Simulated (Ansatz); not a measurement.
KIO3:
```xyz
5
Lattice="3.0843 1.7807 2.6094 -3.0843 1.7807 2.6094 0.0000 -3.5614 2.6094" Properties=species:S:1:pos:R:3 pbc="T T T"
K      0.0000     0.0000     0.0446
I      0.0000     0.0000     3.9829
O      0.0000     1.6148     3.1068
O     -1.3985    -0.8074     3.1068
O      1.3985    -0.8074     3.1068
```

PBEsol in the plane-wave PAW code Ansatz gives a gap of 2.16 eV without spin–orbit coupling, maximum at T, minimum at T.

Problem. What happens when spin–orbit coupling is switched on?

Solution. The gap shrinks by 0.24 eV, to 1.92 eV; maximum off the standard path, at k = (0.458, -0.479, -0.479) in fractions of the reciprocal vectors, minimum off the standard path, at k = (0.464, -0.482, -0.479) in fractions of the reciprocal vectors.

Space group R3m. The workflow started from a Materials Project entry (that database holds measured and hypothetical structures alike); the Crystallography Open Database files this formula in space group No. 160, but the cells were not matched. Its standing as an ambient phase is unchecked. The PBEsol relaxation kept the symmetry of its start; whether a distortion lowers the energy is not shown.

Potentials: the later of the program's two PAW sets.
